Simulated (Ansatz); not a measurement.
GaN:
Space group P6₃mc (No. 186); a = b = 3.183 Å, c = 5.184 Å, α = β = 90.00°, γ = 120.00°

```
atom  site  symmetry       x       y       z
----  ----  --------  ------  ------  ------
Ga      2b       3m.  0.6667  0.3333  0.0010
N       2b       3m.  0.3333  0.6667  0.1242
```

Relaxed with r²SCAN. r²SCAN in the plane-wave PAW code Ansatz gives a gap of 2.35 eV.

### Question
What gap does HSE06 give on the same cell (Ansatz, PAW)?

### Answer
3.20 eV, 0.85 eV more. The hybrid was solved on a coarser mesh and at special points; its gap is the smallest among all of these.

```tsv
k	v1 r²SCAN	c1 r²SCAN	v1 HSE06	c1 HSE06
Γ	0.00	2.35	0.00	3.20
A	-0.55	4.78	?	?
K	-2.80	5.61	?	?
H	-1.52	7.03	?	?
M	-1.03	5.59	?	?
L	-1.95	4.90	-2.03	5.69
```

### Question
Top valence (v1) and lowest conduction level (c1) in eV from each method's valence maximum (which need not be a listed point): supply the withheld HSE06 values.

### Answer

- A, v1 HSE06: -0.58
- A, c1 HSE06: 5.68
- M, v1 HSE06: -1.08
- M, c1 HSE06: 6.37
- H, v1 HSE06: -1.58
- H, c1 HSE06: 7.90
- K, v1 HSE06: -2.96
- K, c1 HSE06: 6.33

Cost on shared cores: the r²SCAN run (SCF on a 10×10×6 mesh, then bands and DOS) roughly 40 core-seconds, the HSE06 run (SCF on 7×7×4, then a few points) about 2.4 core-minutes (a rough figure); the tasks are unlike.

Space group P6_3mc (wurtzite). The cell was relaxed with r²SCAN under the symmetry of its start; phonons on a q-mesh show no instability. Scalar-relativistic: spin–orbit coupling is off unless named, which matters more the heavier the elements.

Potentials: the later of the program's two PAW sets.
